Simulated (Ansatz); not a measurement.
# KMgF3: an elastic constant from a strain scan

The calculation used Ansatz 0.2.0, DFT PBEsol, scalar-relativistic, plane waves, PAW. Cutoff 420 eV, Γ-centred 6×6×6 k-points, Gaussian smearing of 0.05 eV. No spin polarisation. Energies are free energies at this smearing, counted from the undisturbed cell; pressure is positive in compression.

Zero of the scan (as given, not relaxed at this level; it stands at 0.3 GPa, and it needn't be the usual structure):

```xyz
5
Lattice="3.9859 0.0000 0.0000 0.0000 3.9859 0.0000 0.0000 0.0000 3.9859" Properties=species:S:1:pos:R:3 pbc="T T T"
K     1.9929    1.9929    1.9929
Mg    0.0000    0.0000    0.0000
F     1.9929    0.0000    0.0000
F     0.0000    1.9929    0.0000
F     0.0000    0.0000    1.9929
```

The cell is strained by ε times the Voigt pattern (0, 0, 0, 0, 0, 1) (xx, yy, zz, yz, xz, xy; engineering shear) with fractional coordinates fixed. The cell holds 5 atoms in V0 = 63.33 Å³. The stress column is τ = (1/V0) dE/dε, got from the stress tensor σ (compression positive) at each point as −det(1 + εP) σ : P(1 + εP)⁻¹, with P the pattern as a tensor.

| ε | ΔE (meV/atom) | τ (GPa) |
| --- | --- | --- |
| -0.0175 | 0.569 | -0.801 |
| -0.0150 | 0.418 | -0.686 |
| -0.0125 | 0.296 | -0.571 |
| -0.0100 | 0.196 | -0.457 |
| -0.0075 | 0.108 | -0.343 |
| -0.0050 | 0.043 | -0.229 |
| -0.0025 | 0.023 | -0.115 |
| 0.0000 | 0.000 | 0.000 |
| 0.0025 | 0.023 | 0.115 |
| 0.0050 | 0.043 | 0.229 |
| 0.0075 | 0.108 | 0.343 |
| 0.0100 | 0.196 | 0.457 |
| 0.0125 | 0.296 | 0.571 |
| 0.0150 | 0.418 | 0.686 |
| 0.0175 | 0.569 | 0.801 |
| 0.0200 | ? | ? |

Question: Which combination of elastic constants does this scan measure, and how large is it?

Answer: For small ε, τ = τ0 + Kε with K = pᵀCp, which for this pattern is C44 in the cubic axes. The parabola through τ at ε = -0.0025, 0 and 0.0025 has slope K = 46 GPa at zero. The energies per cell, E = NΔE, of the wider pair ε = ±0.0175 give K = 2[E(ε₊)/ε₊ − E(ε₋)/ε₋]/[(ε₊ − ε₋)V0] = 47 GPa, in agreement.

Question: Predict the withheld row at ε = 0.0200 from the harmonic law, and compare.

Answer: ΔE = V0(τ0 ε + Kε²/2)/N = 0.725 meV/atom and τ = 0.92 GPa. The calculation gives 0.738 meV/atom and 0.92 GPa, a miss of 1.8 % of the harmonic energy, so the harmonic law still holds here.